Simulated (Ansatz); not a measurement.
# Levels of theory for Tl2HfF6 (vacancy-ordered double perovskite)

All numbers come from the PAW code Ansatz. Simulation only: non-magnetic, and no claim that this is the phase found in nature.

The cell is Tl2HfF6 (vacancy-ordered double perovskite); cell and atoms were relaxed with r2SCAN. It is cubic, Fm-3m (No. 225); conventional cell a = 8.739 Å, 18.54 Å³ an atom. Tl is surrounded by 12 F at 3.10 Å; Hf is surrounded by 6 F at 2.00 Å; F is surrounded by 1 Hf at 2.00 Å and 4 Tl at 3.10 Å.

```xyz
9
Lattice="0.0000 4.3697 4.3697 4.3697 0.0000 4.3697 4.3697 4.3697 0.0000" Properties=species:S:1:pos:R:3 pbc="T T T"
Tl    2.1848    2.1848    2.1848
Tl    6.5545    6.5545    6.5545
Hf    0.0000    0.0000    0.0000
F     6.7408    4.3697    4.3697
F     4.3697    1.9986    4.3697
F     4.3697    6.7408    4.3697
F     1.9986    4.3697    4.3697
F     4.3697    4.3697    6.7408
F     4.3697    4.3697    1.9986
```

Relaxed lattice by functional, symmetry kept:

| functional | k mesh | a (Å) | volume (Å³/atom) |
| --- | --- | --- | --- |
| PBE | 4×4×4 | 9.041 | 20.53 |
| r2SCAN | 4×4×4 | 8.739 | 18.54 |

On this one geometry the levels give:

| level | k mesh | gap (eV) | kind | edges | least direct gap (eV) | rough cost |
| --- | --- | --- | --- | --- | --- | --- |
| PBE | 6×6×6 | 4.80 | direct | X | 4.80 | 40 core-seconds |
| PBE+SOC | 6×6×6 | 4.56 | direct | X | 4.56 | 3 core-minutes |
| r2SCAN | 6×6×6 | 5.28 | direct | X | 5.28 | 50 core-seconds |
| HSE06 | 4×4×4 | 6.03 | direct | X | 6.03 | 15 core-minutes |
| PBE0 | 4×4×4 | 6.75 | direct | X | 6.75 | 15 core-minutes |

PBE: smearing of 0.02 eV; the others have fixed occupations.
Wave cutoffs: 420 eV, 500 eV (r2SCAN).
Costs come from shared machines and give only the order; PBE's includes the band path. The runs had 4 threads of Arm Neoverse N1 (shared host).

The HSE06 gap is direct at X: 6.03 eV. Spin-orbit coupling changes the PBE gap by -0.24 eV, to 4.56 eV.

r2SCAN covers 39 % of the step from PBE to HSE06, while HSE06 needs about 19 times r2SCAN's cost (on a coarser mesh). For gaps to 0.1 eV, spin-orbit coupling (up to 0.24 eV here) has to be included. All these functionals give a gap of the same kind, direct.

r2SCAN (ground state on 4×4×4): The electronic dielectric tensor ε∞ is 2.67 in all directions. Born charges, averaged over directions: Tl +1.69, Hf +4.26, F -1.27 e.

Only the levels marked +SOC include spin-orbit coupling.

The meshes of the hybrids are coarse, so their gaps aren't converged to the digits shown.
